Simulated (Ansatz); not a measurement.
TaGe₂ (fluorite, space group No. 225) under volume change, plane-wave PAW PBE (Ansatz code), scaled uniformly.

| V (Å³/atom) | E − E(relaxed) (meV/atom) | P (GPa) |
|---|---|---|
| 18.735 | 59.9 | 11.20 |
| 19.352 | 25.3 | 6.91 |
| 19.970 | 6.0 | 3.18 |
| 20.588 | 0.0 | 0.00 |
| 21.205 | 5.5 | -2.77 |
| 21.823 | 20.8 | -5.13 |
| 22.440 | 44.4 | -7.05 |

### Question
What does a third-order Birch–Murnaghan fit give for V₀, B₀ and B′?

### Answer
V₀ = 20.59 Å³/atom, B₀ = 98.1 GPa, B′ = 4.1.

Space group Fm-3m (fluorite). A made-up cell: these elements were put on the sites of a structure type; neither database checked (COD, Materials Project) lists it. COD files the formula under space group No. 180, so this cell is another polymorph or a model. Whether it is the stable phase at ambient conditions was not checked. The PBE relaxation kept the symmetry of its start; its stability against distortions is not shown here. The run is not spin-polarised. Spin–orbit coupling is left out wherever it is not named.

Potentials: the later of the program's two PAW sets.
